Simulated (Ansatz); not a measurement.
ZnO (wurtzite)

```yaml
crystal:
  lattice:
    - [3.23518, 0.00000, 0.00000]
    - [-1.61759, 2.80175, 0.00000]
    - [0.00000, 0.00000, 5.21141]
  atoms:
    - { symbol: Zn, position: [0.66667, 0.33333, 0.00241] }
    - { symbol: Zn, position: [0.33333, 0.66667, 0.50241] }
    - { symbol: O, position: [0.66667, 0.33333, 0.62279] }
    - { symbol: O, position: [0.33333, 0.66667, 0.12279] }
```

This relaxed cell (volume V₀) is scaled evenly in all directions, its shape held. The atoms relax within the cell's symmetry.

Method: r2SCAN (plane waves to 500 eV, PAW, scalar-relativistic; Ansatz, an electronic-structure program). k mesh 12×12×7 (Γ-centred), Fermi-Dirac smearing 0.05 eV. Stress and pressure are positive under compression. ZnO was relaxed with its symmetry unable to fall.

At one point of the scan the stress tensor (GPa) is:

```
  -12.2      0.0      0.0
    0.0    -12.2      0.0
    0.0      0.0    -12.1
```

**Question.** Which point is it?
A. V/V₀ = 1.053
B. V/V₀ = 1.027
C. V/V₀ = 1.160
D. V/V₀ = 1.107

**Answer.** D, V/V₀ = 1.107

(A scan under strain: stresses follow from slopes of the energy per volume, elastic moduli from its curvatures.)
